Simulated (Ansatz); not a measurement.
Relaxation of a generated trial cell of GaCuSe2 in the beta-NaFeO2 structure type; 16 atoms in the cell, which starts as Pna2₁ (No. 33), oP16; a = 6.9080 Å, b = 8.1581 Å, c = 6.5786 Å, α = β = γ = 90.00°. Calculation: r2SCAN (plane waves to 500 eV, PAW, scalar-relativistic; Ansatz, a program for electronic structure). Γ-centred k-mesh 3×3×3 on the run's cell (coarser than for final values), Fermi–Dirac smearing 0.05 eV. This is the first round of the run. 

The optimiser's lines from the output (shortened; P is positive under compression):

```
relax step   1: F+E_penalty+E_count = -85518.95513100 eV  Δ(F+E_penalty+E_count) = +0.000e0 eV  max|allowed force component| = 1.136e0 eV/Å  Δτ_max = 0.0000 Å  P = -1.332 GPa  Ω = 370.744 Å³  (12 SCF iters, dr2 threshold 1.00e-7 eV, accepted)
relax step   2: F+E_penalty+E_count = -85520.15753524 eV  Δ(F+E_penalty+E_count) = -1.202e0 eV  max|allowed force component| = 2.639e-1 eV/Å  Δτ_max = 0.1670 Å  P = -0.450 GPa  Ω = 353.407 Å³  (9 SCF iters, dr2 threshold 1.60e-6 eV, accepted)
relax step   3: F+E_penalty+E_count = -85520.23788593 eV  Δ(F+E_penalty+E_count) = -8.035e-2 eV  max|allowed force component| = 8.517e-2 eV/Å  Δτ_max = 0.0604 Å  P = +0.514 GPa  Ω = 346.608 Å³  (8 SCF iters, dr2 threshold 1.60e-6 eV, accepted)
relax step   4: F+E_penalty+E_count = -85520.24571009 eV  Δ(F+E_penalty+E_count) = -7.824e-3 eV  max|allowed force component| = 3.298e-2 eV/Å  Δτ_max = 0.0179 Å  P = -0.112 GPa  Ω = 349.830 Å³  (7 SCF iters, dr2 threshold 9.85e-7 eV, accepted)
relax step   5: F+E_penalty+E_count = -85520.24667819 eV  Δ(F+E_penalty+E_count) = -9.681e-4 eV  max|allowed force component| = 3.713e-3 eV/Å  Δτ_max = 0.0042 Å  P = -0.003 GPa  Ω = 349.347 Å³  (7 SCF iters, dr2 threshold 1.03e-7 eV, accepted)
relax step   6: F+E_penalty+E_count = -85520.24247710 eV  Δ(F+E_penalty+E_count) = +4.201e-3 eV  max|allowed force component| = 3.846e-3 eV/Å  Δτ_max = 0.0000 Å  P = -0.021 GPa  Ω = 349.347 Å³  stress off target by 2.93e-2 GPa  SCF on the basis re-selected at this cell (its energy is not comparable with the rows above)  (9 SCF iters)
relax step   7: F+E_penalty+E_count = -85520.24252672 eV  Δ(F+E_penalty+E_count) = -4.962e-5 eV  max|allowed force component| = 1.226e-3 eV/Å  Δτ_max = 0.0011 Å  P = -0.001 GPa  Ω = 349.245 Å³  (7 SCF iters, dr2 threshold 2.14e-9 eV, accepted)
relax step   8: F+E_penalty+E_count = -85520.24249937 eV  Δ(F+E_penalty+E_count) = +2.735e-5 eV  max|allowed force component| = 1.215e-3 eV/Å  Δτ_max = 0.0000 Å  P = -0.001 GPa  Ω = 349.245 Å³  stress off target by 3.63e-3 GPa  SCF on the basis re-selected at this cell (its energy is not comparable with the rows above)  (6 SCF iters)
```

From the first to the last row the energy changes by -0.08 eV/atom and the volume by -5.8 %. The last row is marked as not comparable with the walk above it, whose basis was carried along; it does compare with step 1, since both stand on a basis selected at the nominal cutoff for their own cell.

Later rounds, restarted from the end of this one on a renewed k-mesh, logged 3 more steps and released under 0.01 eV/atom more. The final structure after all rounds: Pna2₁ (No. 33), oP16; a = 6.800 Å, b = 7.898 Å, c = 6.503 Å, α = 90.00°, β = 90.00°, γ = 90.00°. Between re-selections the logged energies stand on a plane-wave basis carried along with the cell. No spin polarisation in the result.

The run could not lose the symmetry of its start, so the end can be a saddle point.

The relaxed structure here is a generated cell of GaCuSe2: the first start was made by placing the elements on the sites of a structure type, and the end was not matched to a known phase here, so it may be hypothetical. Known forms of GaCuSe2 include space group No. 122.
